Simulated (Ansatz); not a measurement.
This Si4P structure is the end of a relaxation. The cell was found from a structure generator's guess, not taken from experiment.

The calculation used DFT PBE, scalar-relativistic, plane waves, PAW in Ansatz 0.2.0. Cutoff 420 eV, Γ-centred mesh, Gaussian smearing, no spin polarisation.

```cif
data_structure
_symmetry_space_group_name_H-M 'P 1'
_symmetry_Int_Tables_number 1
_cell_length_a 5.0334
_cell_length_b 5.0334
_cell_length_c 5.0334
_cell_angle_alpha 96.337
_cell_angle_beta 96.337
_cell_angle_gamma 141.191
_cell_volume 75.38
loop_
_atom_site_label
_atom_site_type_symbol
_atom_site_fract_x
_atom_site_fract_y
_atom_site_fract_z
_atom_site_occupancy
Si1 Si 0.78707 0.50000 0.28707 1
Si2 Si 0.21293 0.50000 0.71293 1
Si3 Si 0.50000 0.78707 0.28707 1
Si4 Si 0.50000 0.21293 0.71293 1
P1 P 0.00000 0.00000 0.00000 1
```

Formation energies are uncorrected and refer to the elements' standard structures at the same level. The references include black phosphorus.

(1) Find its symmetry and describe it.

(2) What is its formation energy per atom?

(3) Is it a metal?

## Answers

(1) I4/mmm (No. 139). Conventional cell: a = 6.714 Å, c = 3.345 Å. Around Si lie 2 P at 2.55 Å and 7 Si at 2.62–2.86 Å; around P lie 8 Si at 2.55 Å.

(2) +0.41 eV/atom. It can't be a ground state, since the elements alone are lower.

(3) Yes, bands cross the Fermi level on the 12×12×12 mesh.

The last run used a 12×12×12 mesh for its 5-atom cell and Gaussian smearing of 0.10 eV. The cell is a metal run without spin; a magnetic state may lie lower. The reference form of P is held partly by dispersion forces, which this level lacks. A structure relaxed within its symmetry needn't be a true minimum.
